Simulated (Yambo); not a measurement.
A G0W0@LDA run in Yambo for CsGeBr3 (space group R3m, No. 160) (2×2×2 Γ-centred k mesh, 325 bands and a 8 Ry block in the screening, 325 bands in G with the Bruneval-Gonze terminator, plasmon pole fitted at 27.2 eV) gives these matrix elements, in eV, at the band edges (Z → Z):

```tsv
state	E0	<Vxc>	<Σx>	<Σc(E0)>	Z
valence edge	0.000	-13.801	-15.954	1.104	0.789
conduction edge	1.137	-10.878	-7.022	-3.407	0.802
```

Problem. Solve the linearised quasiparticle equation for both states, give the gap, and say how exchange and correlation each act on it.

Solution. E = E0 + Z(Σx + Σc − Vxc). Valence: 0.000 + 0.789 × (-15.954 + (1.104) − (-13.801)) = -0.83 eV. Conduction: 1.137 + 0.802 × (-7.022 + (-3.407) − (-10.878)) = 1.50 eV. The gap is 2.32 eV, against 1.14 eV in LDA. Replacing Vxc by bare exchange alone would open it by 6.01 eV; correlation takes back 4.51 eV of that, and Z scales what is left. Nearest settings tried, and what they do to the gap: 249 bands in W, 249 bands in G: -13 meV; 6 Ry block (317 vectors against 467): -58 meV; 4×4×4 mesh: -80 meV. So the settings aren't converged at that level. The k mesh is coarse. Spin-orbit splittings are left out.

The standard potential for Ge keeps a d shell in the valence without the s and p states of that shell. In tests on such compounds this moved G0W0 gaps by up to about 0.9 eV, so absolute quasiparticle energies here are unreliable; differences between settings are what counts.

Geometry of the Materials Project entry, not relaxed at this level; primitive cell a = b = c = 5.668 Å, α = β = γ = 88.90°.

The structure is a Materials Project entry; no match was found in the copy of COD used, and its stability was not checked.
